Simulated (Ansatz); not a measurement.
# An elastic constant from a strain scan in PbF$_{2}$

Computed with DFT r2SCAN, scalar-relativistic, plane waves, PAW (Ansatz). Settings: plane waves to 500 eV, k-mesh 8×8×8 (Γ-centred), Gaussian smearing 0.05 eV. Spin–orbit coupling is left out, which can shift energies with elements as heavy as these. No spin polarisation. Energies are free energies at this smearing, counted from the undisturbed cell; pressure is positive in compression.

The starting cell (as given, not relaxed at this level; it stands at -0.7 GPa, and it needn't be the usual structure):

```yaml
crystal:
  lattice:
    - [0.00000, 2.96985, 2.96985]
    - [2.96985, 0.00000, 2.96985]
    - [2.96985, 2.96985, 0.00000]
  atoms:
    - { symbol: Pb, position: [0.00000, 0.00000, 0.00000] }
    - { symbol: F, position: [0.25000, 0.25000, 0.25000] }
    - { symbol: F, position: [0.75000, 0.75000, 0.75000] }
```

The cell is strained by ε times the Voigt pattern (0, 0, 0, 1, 0, 0) (xx, yy, zz, yz, xz, xy; engineering shear) with fractional coordinates fixed. The cell holds 3 atoms in V0 = 52.39 Å³. The stress column is τ = (1/V0) dE/dε, got from the stress tensor σ (compression positive) at each point as −det(1 + εP) σ : P(1 + εP)⁻¹, with P the pattern as a tensor.

```csv
ε,ΔE (meV/atom),τ (GPa)
-0.0525,4.796,-1.688
-0.0450,3.518,-1.443
-0.0375,2.437,-1.199
-0.0300,1.558,-0.957
-0.0225,0.873,-0.716
-0.0150,0.384,-0.477
-0.0075,0.094,-0.238
0.0000,0.000,0.000
0.0075,0.094,0.238
0.0150,0.384,0.477
0.0225,0.873,0.716
0.0300,1.558,0.957
0.0375,2.437,1.199
0.0450,3.518,1.443
0.0525,4.796,1.688
0.0600,?,?
```

**Question.** Which combination of elastic constants does this scan measure, and how large is it?

**Answer.** For small ε, τ = τ0 + Kε with K = pᵀCp, which for this pattern is C44 in the cubic axes. The parabola through τ at ε = -0.0075, 0 and 0.0075 has slope K = 32 GPa at zero. The energies per cell, E = NΔE, of the wider pair ε = ±0.0300 give K = 2[E(ε₊)/ε₊ − E(ε₋)/ε₋]/[(ε₊ − ε₋)V0] = 32 GPa, in agreement. These are clamped-ion values.

**Question.** Predict the withheld row at ε = 0.0600 from the harmonic law, and compare.

**Answer.** ΔE = V0(τ0 ε + Kε²/2)/N = 6.234 meV/atom and τ = 1.91 GPa. The calculation gives 6.280 meV/atom and 1.94 GPa, a miss of 0.7 % of the harmonic energy, so the harmonic law still holds here.

Forces appear on the atoms along this scan, and letting them relax would lower the energy and soften the response.